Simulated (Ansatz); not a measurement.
**Si3N4, one structure, two calculations**

Cell: a Materials Project structure (computed, not necessarily an observed phase).

Space group P6_3/m (No. 176); a = 7.6045, c = 2.9052 Å, γ = 120.00°.

```
site  Wyckoff  site symmetry       x       y       z
  Si       6h            m..  0.2311  0.8249  0.7500
  N7       2d           -6..  0.3333  0.6667  0.7500
  N9       6h            m..  0.9692  0.6699  0.7500
```

One atom of each set is listed.

First run. Computed with Ansatz: DFT, PBE, plane waves and PAW, scalar-relativistic, 420 eV cutoff, Γ-centred 4×4×10 k-points, Fermi–Dirac smearing 0.02 eV.

| site | V_zz (10²¹ V/m²) | η |
| --- | --- | --- |
| Si | 0.96 | 0.48 |
| N7 | -4.91 | 0.00 |
| N9 | -4.94 | 0.07 |

Second run. The same atoms and settings, except that the functional is LDA.

Question: What does the second run give?

Answer: 

```csv
site,V_zz,η,change of V_zz
Si,0.95,0.49,-0.01
N7,-4.72,0.00,+0.19
N9,-4.76,0.07,+0.18
```

The largest change of V_zz is on N7, from -4.91 to -4.72. In per cent, |V_zz| changes by -1 on Si, -4 on N (all sites that start above 0.5).

For the first run: At this cell the PBE pressure is 6 GPa, so with PBE the cell would grow if it were relaxed. The entry's cell may itself be off.
